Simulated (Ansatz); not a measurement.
Relaxed candidate structures of MgO:

A. P6₃mc (No. 186), hP4, wurtzite type; a = b = 3.289 Å, c = 5.033 Å, α = β = 90.00°, γ = 120.00°; Mg 2b (0.667, 0.333, 0.010); O 2b (0.333, 0.667, 0.115)

B. Fm-3m (No. 225), cF8, rock salt type; a = 4.2045 Å, b = 4.2045 Å, c = 4.2045 Å, α = 90.00°, β = 90.00°, γ = 90.00°; O 4b (0.500, 0.500, 0.500); Mg 4a (0.000, 0.000, 0.000)

C. P6₃/mmc (No. 194), hP4, NiAs type; a = b = 2.9232 Å, c = 5.0923 Å, α = β = 90.00°, γ = 120.00°; Mg 2a (0.000, 0.000, 0.000); O 2c (0.333, 0.667, 0.250)

D. Cccm (No. 66), oS8; a = 3.1494 Å, b = 5.1017 Å, c = 5.3652 Å, α = β = γ = 90.00°; Mg 4e (0.250, 0.250, 0.000); O 4a (0.000, 0.000, 0.250)

E. P6₃mc (No. 186), hP8, AFLOW prototype AB_hP8_186_ab_ab (B5, as in SiC); a = b = 3.2468 Å, c = 10.3963 Å, α = β = 90.00°, γ = 120.00°; Mg 2a (0.000, 0.000, 0.002); Mg 2b (0.333, 0.667, 0.251); O 2a (0.000, 0.000, 0.311); O 2b (0.333, 0.667, 0.061)

F. P6₃mc (No. 186), hP12, AFLOW prototype AB_hP12_186_a2b_a2b (B6, as in SiC); a = b = 3.2395 Å, c = 15.6766 Å, α = β = 90.00°, γ = 120.00°; Mg 2a (0.000, 0.000, 0.500); Mg 2b (0.333, 0.667, 0.334); Mg 2b (0.667, 0.333, 0.167); O 2a (0.000, 0.000, 0.374); O 2b (0.333, 0.667, 0.208); O 2b (0.667, 0.333, 0.040)

**Question.** Order them by energy per atom (lowest first) at the level r2SCAN (plane waves to 500 eV, PAW, scalar-relativistic; Ansatz, a quantum-chemistry and plane-wave program).

**Answer.** B (reference, the lowest of the structures calculated here), A (+0.114 eV/atom), E (+0.135 eV/atom), F (+0.141 eV/atom), C (+0.159 eV/atom), D (+0.440 eV/atom)

**Question.** Give each candidate's band gap.

**Answer.** No candidate is metallic. A: 4.22 eV (no spin-orbit coupling); B: 5.68 eV (no spin-orbit coupling); C: 5.34 eV (no spin-orbit coupling); D: 3.02 eV (no spin-orbit coupling); E: 4.31 eV (no spin-orbit coupling); F: 4.32 eV (no spin-orbit coupling).

1 run with a doubtful electronic state, a coarser numerical grid, an end not at rest or a source that can't be used is left out. 4 generated cells of layers, chains or molecules, poorly bound without dispersion, are left out. Each run could gain symmetry but not lose that of its start, so entries can be saddle points. From databases, or of a type measured for this composition: Fm-3m, cF8, rock salt type; the others are generated cells (placed on structure types, drawn at random, substituted or restacked) that were not matched to a known phase here. Static energies at zero pressure. No spin polarisation in the result. Gaps of cells over 8 atoms come from the SCF mesh and high-symmetry points alone.
